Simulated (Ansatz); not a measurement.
A distorted cell of PbBrF (space group P4/nmm):

```
PbBrF
1.0
    4.10128     0.00000     0.00000
    0.00000     4.10128     0.00000
    0.00000     0.00000    14.76677
Pb Br F
4 4 4
Direct
  0.00000   0.50013   0.40249
  0.00000   0.49987   0.90249
  0.50000   0.00013   0.09751
  0.50000   0.99987   0.59751
  0.50000   0.99914   0.32313
  0.50000   0.00086   0.82313
  0.00000   0.49914   0.17687
  0.00000   0.50086   0.67687
  0.50000   0.52276   0.00000
  0.50000   0.47724   0.50000
  0.00000   0.97724   0.00000
  0.00000   0.02276   0.50000
```

The numbers are results of LDA (plane waves to 420 eV, PAW, scalar-relativistic; Ansatz, a quantum-chemistry and plane-wave program), not measurements. k mesh 8×8×3 (Γ-centred), Fermi-Dirac smearing 0.05 eV. Compression counts positive. PbBrF was relaxed with its symmetry unable to fall. Spin-orbit coupling is left out, though Pb is heavy.

### Question
Predict the force on every atom, in eV/Å.

### Answer
```tsv
atom	Fx	Fy	Fz
Pb1	0.000	-0.018	-0.021
Pb2	0.000	0.018	-0.021
Pb3	0.000	-0.018	0.021
Pb4	0.000	0.018	0.021
Br5	0.000	0.055	-0.003
Br6	0.000	-0.055	-0.003
Br7	0.000	0.055	0.003
Br8	0.000	-0.055	0.003
F9	0.000	-0.353	-0.028
F10	0.000	0.353	-0.028
F11	0.000	0.353	0.028
F12	0.000	-0.353	0.028
```

(A displaced cell: forces are minus the slopes of the energy, force constants its curvatures, and phonons follow from these.)
